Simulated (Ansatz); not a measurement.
# HfN: energy along a strain

HfN, Fm-3m, a = 4.518 Å (as given, not relaxed at this level: -9.4 GPa). Ansatz: LDA, PAW, 420 eV, Γ-centred 18×18×18 mesh on 2 atoms, Gaussian smearing 0.15 eV; no spin polarisation. Cell vectors (Å): 0.000 2.259 2.259; 2.259 0.000 2.259; 2.259 2.259 0.000. The cell is strained by x per cent times the pattern (0 0 0 1 0 0) in the order xx yy zz yz xz xy (engineering shears), with fractional coordinates held. y is the free energy over the start, V0 = 11.528 Å³/atom. Symmetry makes y even in x.

```tsv
x (%)	y (meV/atom)
-6.00	15.38
-3.00	?
0.00	0.00
0.75	0.24
1.50	0.95
2.25	2.14
3.75	5.96
4.50	8.60
5.25	11.73
```

Task: Fit y = c2 x² + c4 x⁴ to the other rows, get the stiffness along the pattern, and predict the missing energy.

Result: Least squares on the rows shown. y = 0.42144 x² + 0.00015818 x⁴. The clamped-ion stiffness p·C·p = 2 × 4.214 eV × 160.2 / 11.528 Å³ = 117 GPa, which is C44 in these axes (second derivative at the start, which stands under stress). At x = -3.00 the fit asked for gives 3.81 meV/atom. The run gave 3.81 meV/atom, the same to the digits shown.

The cell has an odd number of electrons and ran without spin polarisation, so a magnetic or disproportionated state may lie lower. Spin–orbit coupling is left out, which can shift energies with elements as heavy as these.